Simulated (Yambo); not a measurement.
## How GW settings move the gap: Cd2TeSe

G0W0@PBEsol for Cd2TeSe (space group P-4m2, No. 115) in Yambo. Reference settings: 2×2×2 Γ-centred k mesh, bands 27 to 304 and a 6 Ry block in the screening, 304 bands in G with the Bruneval-Gonze terminator, plasmon pole fitted at 27.2 eV. The PBEsol gap Γ → Γ on this mesh is 0.19 eV; G0W0 gaps are taken between the same points.

```json
[
 {"change from the reference": "reference settings", "G0W0 gap Γ → Γ (eV)": "1.32", "shift of the valence edge (eV)": "-0.86", "rough Yambo cost": "1"},
 {"change from the reference": "140 bands in W, 140 bands in G", "G0W0 gap Γ → Γ (eV)": "1.47", "shift of the valence edge (eV)": "-0.62", "rough Yambo cost": "about 1/2"},
 {"change from the reference": "210 bands in W, 210 bands in G", "G0W0 gap Γ → Γ (eV)": "1.38", "shift of the valence edge (eV)": "-0.78", "rough Yambo cost": "within a factor of two"},
 {"change from the reference": "140 bands in G", "G0W0 gap Γ → Γ (eV)": "1.32", "shift of the valence edge (eV)": "-0.77", "rough Yambo cost": "–"},
 {"change from the reference": "210 bands in G", "G0W0 gap Γ → Γ (eV)": "1.33", "shift of the valence edge (eV)": "-0.84", "rough Yambo cost": "–"},
 {"change from the reference": "164 bands in W", "G0W0 gap Γ → Γ (eV)": "1.44", "shift of the valence edge (eV)": "-0.74", "rough Yambo cost": "within a factor of two"},
 {"change from the reference": "1 Ry block", "G0W0 gap Γ → Γ (eV)": "1.35", "shift of the valence edge (eV)": "-0.60", "rough Yambo cost": "within a factor of two"},
 {"change from the reference": "3 Ry block", "G0W0 gap Γ → Γ (eV)": "1.21", "shift of the valence edge (eV)": "-0.71", "rough Yambo cost": "within a factor of two"},
 {"change from the reference": "5 Ry block", "G0W0 gap Γ → Γ (eV)": "1.28", "shift of the valence edge (eV)": "-0.81", "rough Yambo cost": "within a factor of two"},
 {"change from the reference": "pole fitted at 55 eV", "G0W0 gap Γ → Γ (eV)": "1.32", "shift of the valence edge (eV)": "-0.94", "rough Yambo cost": "–"},
 {"change from the reference": "no random integration", "G0W0 gap Γ → Γ (eV)": "1.29", "shift of the valence edge (eV)": "-0.73", "rough Yambo cost": "–"},
 {"change from the reference": "2×2×1 mesh", "G0W0 gap Γ → Γ (eV)": "1.18", "shift of the valence edge (eV)": "-0.74", "rough Yambo cost": "about 1/3"},
 {"change from the reference": "210 bands in G, no terminator", "G0W0 gap Γ → Γ (eV)": "1.27", "shift of the valence edge (eV)": "-0.59", "rough Yambo cost": "–"},
 {"change from the reference": "140 bands in G, no terminator", "G0W0 gap Γ → Γ (eV)": "1.23", "shift of the valence edge (eV)": "-0.27", "rough Yambo cost": "–"},
 {"change from the reference": "no terminator", "G0W0 gap Γ → Γ (eV)": "1.29", "shift of the valence edge (eV)": "-0.72", "rough Yambo cost": "–"}
]
```

The reference isn't shown to be the converged limit. Costs are rough (shared machines), scaled to the same edge states, and given only for runs that recompute the screening.

So small a PBEsol gap in heavy elements may be inverted, where one-shot corrections to single bands mislead.

The standard potentials for Se, Te keep a d shell in the valence without the s and p states of that shell. In tests on such compounds this moved G0W0 gaps by up to about 0.9 eV, so absolute quasiparticle energies here are unreliable; differences between settings are what counts.

Spin-orbit coupling is included.

Geometry relaxed with PBEsol; primitive cell a = b = 4.453 Å, c = 6.263 Å, α = β = γ = 90.00°.

The structure is a Materials Project entry; no match was found in the copy of COD used, and its stability was not checked.

A shift is the quasiparticle energy of the state minus its PBEsol energy.
